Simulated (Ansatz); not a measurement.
Starting cell, TiO2 (anatase):

```xyz
6
Lattice="-1.8889 1.8889 4.7919 1.8889 -1.8889 4.7919 1.8889 1.8889 -4.7919" Properties=species:S:1:pos:R:3 pbc="T T T"
Ti     0.0000     0.0000     4.7919
Ti     1.8889     0.0000     2.3959
O      0.0000     0.0000     2.8055
O      1.8889     0.0000     0.4095
O      1.8889     0.0000     4.3824
O      0.0000     0.0000     6.7783
```

In each cell atom 2 (Ti, nearest neighbour O at 1.933 Å; its periodic images, 3.8 Å or more away, move with it) moves by s·(0.577, 0.577, 0.577) (along Cartesian [111]), the rest being held.

Method: r2SCAN (plane waves to 500 eV, PAW, scalar-relativistic; Ansatz, a first-principles code). k mesh 10×10×10 (Γ-centred), Fermi-Dirac smearing 0.05 eV. The energy includes the smearing's −TS. Stress and pressure are positive under compression. Left out: 4 of 11 points, with atoms too close for the PAW data. TiO2 is run without spin polarisation. TiO2 was relaxed with its symmetry unable to fall. ΔE is measured from the undisplaced structure.

### Question
Predict the ΔE (eV/cell) and P (GPa) at s (Å) = -0.348, -0.232, -0.116, 0.116, 0.232, 0.348.

### Answer
```
s (Å)   ΔE (eV/cell)  P (GPa)
------  ------------  -------
-0.348         0.695      7.5
-0.232         0.267      3.4
-0.116         0.059      0.8
0.116          0.059      0.8
0.232          0.267      3.4
0.348          0.695      7.5
```

(For displaced atoms, the force is minus the slope of the energy, and its curvature is a force constant, which sets phonon frequencies.)
